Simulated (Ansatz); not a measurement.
This run works on a generated trial structure, not on a known crystal.

Input and command of a plane-wave DFT calculation in Ansatz:

```yaml
crystal:
  lattice:
    - [7.8222913893, 0.0, 0.0]
    - [-3.9111456946, 6.7743030589, 0.0]
    - [0.0, 0.0, 7.9939255429]
  atoms:
    - { symbol: Rb, position: [0.4438698662, 0.0, 0.5] }
    - { symbol: Rb, position: [0.0, 0.4438698662, 0.5] }
    - { symbol: Rb, position: [0.5561301338, 0.5561301338, 0.5] }
    - { symbol: Sr, position: [0.685748138, 0.0, 0.0] }
    - { symbol: Sr, position: [0.0, 0.685748138, 0.0] }
    - { symbol: Sr, position: [0.314251862, 0.314251862, 0.0] }
    - { symbol: Pb, position: [0.0, 0.0, 0.6966581721] }
    - { symbol: Pb, position: [0.0, 0.0, 0.3033418279] }
basis:
  ecutwfc: 500
kpoints:
  mp_grid: { grid: [6, 6, 4] }
hamiltonian:
  xc: r2scan
scf:
  occupations: { method: gaussian, width: 0.1 }
output:
  forces: true
  stress: true
  eigenvalues: true
```

```bash
ansatz run input.yaml --threads 1 --pin off --max-ram 2560MiB --backend cpu --events-out ev --progress --plain --runs-dir out
```

Processor: Arm Neoverse V2, 1 thread, on a host shared with other jobs.

Estimate time, memory and problem size.

About 110 s, peak memory 1.5 GiB. It solves 51 bands at 21 k points (after reduction by symmetry) with about 10811 plane waves, in 10 SCF iterations.
